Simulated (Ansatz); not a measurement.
MoP:
Space group P-6m2 (No. 187); a = b = 3.2414 Å, c = 3.1940 Å, α = β = 90.00°, γ = 120.00°

```tsv
atom	site	symmetry	x	y	z
Mo	1a	-6m2	0.0000	0.0000	0.0000
P	1d	-6m2	0.3333	0.6667	0.5000
```

Relaxed at zero pressure with plane-wave PAW PBE (Ansatz code).

Task: The volume is raised by 9 % and shape and atoms relax at that volume. What pressure results, and how do the axes share the change?

Result: -15.3 GPa; a 3.5 %, b 3.5 %, c 1.7 %; the energy rises by 68 meV/atom.

Task: Give the new structure.

Result: 
Space group P-6m2 (No. 187); a = b = 3.355 Å, c = 3.250 Å, α = β = 90.00°, γ = 120.00°

```csv
atom,site,symmetry,x,y,z
Mo,1a,-6m2,0.0000,0.0000,0.0000
P,1d,-6m2,0.3333,0.6667,0.5000
```

The phase is kept; no other phase was compared at this pressure.

Symmetry was held in the PBE relaxation; of distortions, only those at the zone centre were tested. The run is not spin-polarised.

Potentials: the later of the program's two PAW sets.
